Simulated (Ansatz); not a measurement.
# BIr (P-6m2), stationary points along a deformation path

All numbers below come from DFT r2SCAN, scalar-relativistic, plane waves, PAW (Ansatz). Settings: plane waves to 500 eV, k-mesh 21×21×20 (Γ-centred), Gaussian smearing 0.15 eV. Spin–orbit coupling is left out, which can shift energies with elements as heavy as these. No spin polarisation. Energies are free energies at this smearing, counted from the undisturbed cell; pressure is positive in compression.

Zero of the scan (as given, not relaxed at this level; it stands at -2.2 GPa, and it needn't be the usual structure):

```xyz
2
Lattice="3.0421 0.0000 0.0000 -1.5211 2.6345 0.0000 0.0000 0.0000 2.7030" Properties=species:S:1:pos:R:3 pbc="T T T"
B     0.0000    1.7564    1.3515
Ir   -1.5211    2.6345    0.0000
```

At fixed volume and fractional coordinates, lengths along (0.000, 0.000, 1.000) are scaled against those across it; ρ is that ratio over its starting value. V = 10.832 Å³/atom. Δσ is the stress along the axis less the mean stress across it (compression positive).

```csv
ρ,ΔE (meV/atom),Δσ (GPa),space group
0.850,337.2,88.99,P-6m2
0.920,87.2,47.39,P-6m2
0.960,20.6,22.37,P-6m2
1.000,0.0,0.46,P-6m2
1.100,81.0,-27.91,P-6m2
1.200,141.3,-12.37,P-6m2
```

**Question.** How does the stress give the slope of the energy, and where is the energy stationary?

**Answer.** Along the path d ln(length) is 2/3 d ln ρ on the axis and −1/3 d ln ρ across it, so dE/d ln ρ = −(2/3) V Δσ: the energy falls with ρ where Δσ is positive. Δσ vanishes or changes sign between ρ = 1.000 and 1.100, a minimum (near 1.00 by linear interpolation). Pairs of stationary points between two samples would go unseen, and could change a minimum read from distant neighbours into a maximum.

**Question.** Integrate that slope from ρ = 1 to 1.200 by the trapezoid rule.

**Answer.** With V/N in Å³ and 1 eV/Å³ = 160.2 GPa the slopes at ρ = 1.000, 1.100, 1.200 are -21, 1258, 557 meV/atom per unit of ln ρ. The steps add 58.9 + 79.0 = 137.9 meV/atom, against 141.3 from the energies; the trapezoid rule misses the curvature of the slope within each step.

In a metal these slopes depend on the k mesh and the smearing.